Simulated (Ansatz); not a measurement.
The slice is one period of a {100} plane through atoms; its size isn't given.

Method: PBEsol (plane waves to 420 eV, PAW, scalar-relativistic; Ansatz, a first-principles code). Inside the PAW spheres the values are not all-electron values, and peaks at nuclei hang on which shells count as valence.

```
|********++==--::....          ....::--==++******|
|********++==--::....          ....::--==++******|
|******++====--::....          ....::--====++****|
|++++++====--::::..................::::--====++++|
|========--::::::::::::::::::::::::::::::--======|
|--------::::::::::--==========--::::::::::------|
|::::::::::::::--==++++******++++==--::::::::::::|
|..........::::==++**##########**++==::::........|
|..........::--++**##%%%%%%%%%%##**++--::........|
|        ..::==++##%%@@@@@@@@@@%%##++==::..      |
|        ..::==**##%%@@@@@@@@@@%%##**==::..      |
|        ..::==**##%%@@@@@@@@@@%%##**==::..      |
|        ..::==**##%%@@@@@@@@@@%%##**==::..      |
|        ..::==++##%%@@@@@@@@@@%%##++==::..      |
|..........::--++**##%%%%%%%%%%##**++--::........|
|..........::::==++**##########**++==::::........|
|::::::::::::::--==++++******++++==--::::::::::::|
|--------::::::::::--==========--::::::::::------|
|========--::::::::::::::::::::::::::::::--======|
|++++++====--::::..................::::--====++++|
|******++====--::....          ....::--====++****|
|********++==--::....          ....::--==++******|
|********++==--::....          ....::--==++******|
|********++==--::....          ....::--==++******|
```
Scale: ten equal steps from -0.68 (start of ' ') to 1.08 (end of '@'), in the order ' .:-=+*#%@'. Values: log₁₀ of the valence density in e/Å³. The map has 24 points along u (two characters each, u = 0 at the left) and 24 along v (v = 0 in the bottom row). The scale is logarithmic, as a density can span decades between atoms and voids.

```
|xxxx99986421012468999xxx|
|xxx8999752100012579998xx|
|xx899986310000013689998x|
|999998631000000013689999|
|999986310012221001368999|
|999863101245554210136899|
|887631013578887531013678|
|765310136789998763101356|
|44210025789xxx9875200124|
|2210014789xxxxx987410012|
|110002589xxxxxxx98520001|
|100002589xxxxxxx98520000|
|110002589xxxxxxx98520001|
|2210014789xxxxx987410012|
|44210025789xxx9875200124|
|765310136789998763101356|
|887631013578887531013678|
|999863101245554210136899|
|999986310012221001368999|
|999998631000000013689999|
|xx899986310000013689998x|
|xxx8999752100012579998xx|
|xxxx99986421012468999xxx|
|xxxx99987421112478999xxx|
```
Scale: ten equal steps from 0.09 (start of '0') to 0.81 (end of '9'), in the order '0123456789'. Values: electron localisation function (ELF). The map has 24 points along u (one character each, u = 0 at the left) and 24 along v (v = 0 in the bottom row). Points within 0.4 Å of a nucleus are blanked (x), as the pseudised field means little there.

### Question
Which relaxed crystal do these maps come from?
A. PbTe (rock salt)
B. PbSe (rock salt)
C. TiN (rock salt)

### Answer
C, TiN (rock salt). Atoms on the slice: N at (0.00, 0.00); Ti at (0.50, 0.50)

All were relaxed with their symmetry unable to fall. Spin-orbit coupling is left out. The PAW data are Ansatz's earlier set. TiN is run without spin polarisation.
